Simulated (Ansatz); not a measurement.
MgTiS3O12: 17O NMR of the central transition

Cell: a computed structure from the Materials Project (it need not be an observed phase).

Space group R3c:H (No. 161); a = 8.5994, c = 22.1890 Å, γ = 120.00°.

| site | Wyckoff | site symmetry | x | y | z |
| --- | --- | --- | --- | --- | --- |
| Mg | 6a | 3. | 0.0000 | 0.0000 | 0.3545 |
| Ti | 6a | 3. | 0.0000 | 0.0000 | 0.6447 |
| S | 18b | 1 | 0.9566 | 0.3355 | 0.5843 |
| O11 | 18b | 1 | 0.2074 | 0.0286 | 0.3038 |
| O17 | 18b | 1 | 0.7942 | 0.9660 | 0.6960 |
| O23 | 18b | 1 | 0.0209 | 0.8209 | 0.4073 |
| O29 | 18b | 1 | 0.9713 | 0.1682 | 0.5922 |

One atom of each set is listed; the run and its k-mesh use a cell of 34 atoms with edges of 8.91, 8.91, 8.91 Å.

Computed with Ansatz: DFT, PBE, plane waves and PAW, scalar-relativistic, 420 eV cutoff, Γ-centred 3×3×3 k-points, Fermi–Dirac smearing 0.02 eV.

17O has I = 5/2 and Q = -25.58 mb (Pyykkö 2018); at 9.4 T its Larmor frequency is ν₀ = 54.3 MHz. Only the quadrupole interaction is simulated: positions count from each site's isotropic chemical shift, and J coupling is left out, as are shift anisotropy and dipolar coupling, which fast spinning averages.

Task: What does the 17O spectrum (fast magic-angle spinning) show for each site?

Result: 

```json
{"site": "O11", "first shell": "1 S at 1.45 Å, 1 Mg at 2.02 Å, angle 155°", "C_Q (MHz)": "-8.10", "η": "0.08", "P_Q (MHz)": "8.11", "δ_QIS (ppm)": "-134", "breadth (kHz)": "16.0"}
{"site": "O17", "first shell": "1 S at 1.52 Å, 1 Ti at 2.00 Å, angle 154°", "C_Q (MHz)": "-9.01", "η": "0.07", "P_Q (MHz)": "9.01", "δ_QIS (ppm)": "-165", "breadth (kHz)": "19.6"}
{"site": "O23", "first shell": "1 S at 1.44 Å, 1 Mg at 2.01 Å, angle 153°", "C_Q (MHz)": "-8.17", "η": "0.08", "P_Q (MHz)": "8.17", "δ_QIS (ppm)": "-136", "breadth (kHz)": "16.2"}
{"site": "O29", "first shell": "1 S at 1.52 Å, 1 Ti at 1.97 Å, angle 150°", "C_Q (MHz)": "-8.86", "η": "0.10", "P_Q (MHz)": "8.87", "δ_QIS (ppm)": "-160", "breadth (kHz)": "19.2"}
```

δ_QIS = −(ν_Q²/30ν₀²)[I(I+1) − 3/4](1 + η²/3) × 10⁶ ppm with ν_Q = 3|C_Q|/[2I(2I−1)]; it falls as 1/B₀² in ppm, and the breadth as 1/B₀ in kHz.

The broadest static pattern spans 49 kHz. The table holds for spinning faster than that; slower spinning leaves sidebands.

At O11, O17, O23 and O29 V_zz points along the shorter of its two bonds, to S (within 7°) in each case.

The largest force is 0.4 eV/Å, so the atoms aren't at the calculated equilibrium and relaxing them would move these values.

Hardware: 1 thread of Intel Xeon Platinum 8488C (Sapphire Rapids) (x86_64; 16 cores open to the job, memory cap 2.5 GiB, no GPU), a shared host with a load of 0.6 a core. Wall time 58 s, CPU time 58 s, peak memory 1.1 GiB.
